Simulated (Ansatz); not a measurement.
MgPd at 10 GPa (stress–strain coefficients): relaxed-ion elastic tensor

The calculation used DFT LDA, scalar-relativistic, plane waves, PAW in Ansatz 0.2.0. Cutoff 420 eV, 14×14×14 k-points (Γ-centred), Fermi-Dirac smearing of 0.15 eV. No spin polarisation.

The cell, relaxed at 10 GPa:
```
Mg Pd
1.0
     3.02849    0.00000    0.00000
     0.00000    3.02849    0.00000
     0.00000    0.00000    3.02849
Mg Pd
1 1
Direct
  0.00000 0.00000 0.00000
  0.50000 0.50000 0.50000
```

In a metal, frequencies and elastic constants depend on the k mesh and the smearing, soft modes and shear constants most. Other phases may be more stable at this pressure.

(1) Give the relaxed-ion elastic constants (GPa, Voigt order xx yy zz yz xz xy, on the axes of the cell above).

(2) Is the crystal stable against homogeneous strain?

Results:

(1)
C11 = 162.0, C12 = 159.3, C13 = 159.3, C22 = 162.0, C23 = 159.3, C33 = 162.0, C44 = 91.1, C55 = 91.1, C66 = 91.1 GPa; the others vanish.

(2) Too close to call: the least eigenvalue is 2.8 GPa, within what the k mesh leaves open in a metal.

Cost: 1 run of about 0.93 core-minutes, on Arm Neoverse V2 (shared hosts).